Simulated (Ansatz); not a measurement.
SnO2 (rutile)

```xyz
6
Lattice="4.7599 0.0000 0.0000 0.0000 4.7599 0.0000 0.0000 0.0000 3.2008" Properties=species:S:1:pos:R:3 pbc="T T T"
Sn     0.0000     0.0000     0.0000
Sn     2.3800     2.3800     1.6004
O      1.4561     1.4561     0.0000
O      3.8361     0.9238     1.6004
O      0.9238     3.8361     1.6004
O      3.3038     3.3038     0.0000
```

The slice is a (010) plane (indices of the conventional cell) through the point (0.306, 0.306, 0.000) (fractional), spanned by u = [001] and v = [100] in vectors of this cell: u (3.20 Å) and v (4.76 Å, at 90° to u). It covers one period; positions are fractions (u, v).

These are r2SCAN (plane waves to 500 eV, PAW, scalar-relativistic; Ansatz, a program for electronic structure) values and carry that method's errors. k mesh 7×7×10. Inside the PAW spheres the values are not all-electron values, and peaks at nuclei hang on which shells count as valence. SnO2 was relaxed with its symmetry unable to fall.

Predict the map of the valence electron density on the slice.


```
|@@@@@@%%##++==--::::......::::--==++##%%@@@@|
|@@@@%%##**++==--::..........::--==++**##%%@@|
|%%%%####**==--::....      ....::--==**####%%|
|####****++==--::..          ..::--==++****##|
|**++++====--::....          ....::--====++++|
|======----::....              ....::----====|
|------::::......              ......::::----|
|::::::::..............................::::::|
|..................::::::::::................|
|..............::::----------::::............|
|..........::::----==========----::::........|
|    ......::----====++++++====----::......  |
|    ....::::--==++++******++++==--::::....  |
|    ....::--==++++**######**++++==--::....  |
|    ....::--==++**##########**++==--::....  |
|      ..::--==++**##########**++==--::..    |
|      ..::--==++**##########**++==--::..    |
|      ..::--==++++**######**++++==--::..    |
|      ..::::--==++**********++==--::::..    |
|      ....::--====++++++++++====--::....    |
|      ....::----====++++++====----::....    |
|      ....::::--==============--::::....    |
|..........::::----==========----::::........|
|::::::::::::::----==========----::::::::::::|
|----------------==============--------------|
|========--------==============--------======|
|**++++++====----==============----====++++++|
|####****++======--==========--======++****##|
|%%%%####**++====--------------====++**####%%|
|@@@@%%%%**++====--------------====++**%%%%@@|
|@@@@@@%%##**++==--::::::::::--==++**##%%@@@@|
|@@@@@@%%##**++==--::::::::::--==++**##%%@@@@|
```
Scale: ten equal steps from -1.33 (start of ' ') to 0.88 (end of '@'), in the order ' .:-=+*#%@'. Values: log₁₀ of the valence density in e/Å³. The map has 22 points along u (two characters each, u = 0 at the left) and 32 along v (v = 0 in the bottom row). The scale is logarithmic, as a density can span decades between atoms and voids.
